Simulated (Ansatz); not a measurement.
input.yaml for Na (Ansatz 0.2.0)

```yaml
crystal:
  lattice:
    - [-2.1040267987, 2.1040267987, 2.1040267987]
    - [2.1040267987, -2.1040267987, 2.1040267987]
    - [2.1040267987, 2.1040267987, -2.1040267987]
  atoms:
    - { symbol: Na, position: [0.0, 0.0, 0.0] }
basis:
  ecutwfc: 420
kpoints:
  mp_grid: { grid: [8, 8, 8] }
  band_path: { path: [[0, 0, 0], [0.5, 0, 0], [0.5, 0.5, 0.5]], npoints: 8 }
hamiltonian:
  xc: pbe
scf:
  occupations: { method: gaussian, width: 0.1 }
output:
  forces: true
  stress: true
  eigenvalues: true
```

Command:

```bash
ansatz run input.yaml --threads 1 --pin off --max-ram 1331MiB --backend cpu --events-out ev --progress --plain --runs-dir out
```

From the log (HF is the Harris–Foulkes energy, dr2 the density residual in eV):

```text
Pseudopotential: Na, paw, valence charge 9, recommended cutoff 420 eV (normal)
Crystal: 1 atom, lattice volume = 37.258 Å³
Basis set: ecut = 420 eV, 683 PW (Γ), exchange–correlation on 50×50×50 points (8 copies of the dense FFT grid, shifted against one another)
Bands: 9, of which v1, the nominal top of the filled ones, is band 5 counted from 1 (4 counted from 0)
Symmetry: 48 space group operations
Space group: Im-3m (ITA 229), of the structure as read, at distance tolerance 3.3e-5 Å
k-points: 29 of 512
Initial density: superposition of atomic densities, corrected by the library's trained network
SCF iter   1: HF=-1486.408152 eV  Δρ=4.78e-4  dr2=4.29e-5
SCF iter   2: HF=-1486.408038 eV  Δρ=1.53e-4  dr2=4.74e-6
SCF iter   3: HF=-1486.408055 eV  Δρ=5.25e-5  dr2=7.28e-7
SCF iter   4: F=-1486.408059 eV  HF=-1486.408060 eV  Δρ=1.88e-5  dr2=5.19e-8
SCF iter   5: F=-1486.408059 eV  HF=-1486.408060 eV  Δρ=3.90e-6  dr2=2.08e-9
SCF iter   6: F=-1486.408060 eV  HF=-1486.408060 eV  Δρ=2.29e-7  dr2=7.77e-12
SCF 1 converged in 6 iterations: F = -1486.408060 eV  dr2 = 7.77e-12
SCF converged after 6 iterations
Free energy (F): -1486.408060 eV
E sigma→0 (E₀):  -1486.406221 eV
Entropy (-TS):   -0.003677 eV (-3.677 meV/atom)
Fermi energy:    1.809301 eV
--- Forces (eV/Å), atoms counted from 1 ---
  atom   1  Na     0.00000000     0.00000000    -0.00000000
--- Stress (GPa, compression-positive) ---
       -0.037920      -0.000000      -0.000000
       -0.000000      -0.037920      -0.000000
        0.000000       0.000000      -0.037920
  P = ⅓ Tr σ = -0.0379 GPa (-0.379 kbar)
```

Settings here are deliberately varied, not converged.